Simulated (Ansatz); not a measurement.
GeOs:
```
CELL_PARAMETERS angstrom
      3.48701     0.00000     0.00000
     -1.74351     3.01984     0.00000
      0.00000     0.00000     2.96432
ATOMIC_POSITIONS crystal
  Os 0.00000 0.00000 0.00000
  Ge 0.66667 0.33333 0.50000
```

Relaxed with PBEsol. Special points in fractions of this cell's reciprocal vectors: Γ (0.000, 0.000, 0.000); M (0.500, 0.000, 0.000); K (0.333, 0.333, 0.000); A (0.000, 0.000, 0.500); L (0.500, 0.000, 0.500); H (0.333, 0.333, 0.500).

Problem. List the band energies nearest the Fermi level at these points for plane-wave PAW PBEsol (Ansatz code).

Solution. In eV from the Fermi level; about four levels below and three above (degenerate sets whole), none deeper than 8.9 eV; points with the same levels are listed once.

| k | below | above |
|---|---|---|
| Γ | -3.68 -3.68 -0.38 -0.38 | 3.86 5.41 5.41 |
| M | -2.12 -1.22 -0.58 -0.02 | 0.81 8.18 8.19 |
| K | -1.99 -1.45 -1.00 -0.70 | 0.51 9.36 10.85 |
| A | -3.21 -3.21 -2.02 -2.02 | 2.06 5.11 5.11 |
| L | -4.38 -3.52 -0.90 -0.18 | 0.59 3.63 3.87 |
| H | -5.18 -1.72 -1.64 -0.01 | 2.79 2.81 3.67 |

Space group P-6m2. A made-up cell: these elements were put on the sites of a structure type; neither database checked (COD, Materials Project) lists it. Its standing as an ambient phase is unchecked. The cell keeps a stress of up to 0.2 GPa. The cell was relaxed with PBEsol under the symmetry of its start. At this level the phase is mechanically unstable. The run is not spin-polarised. Spin–orbit coupling is left out wherever it is not named.

Potentials: the earlier of the program's two PAW sets. The files were generated under PBE; for other functionals the program regenerates the frozen cores, and for LDA and PBEsol the local potential too.
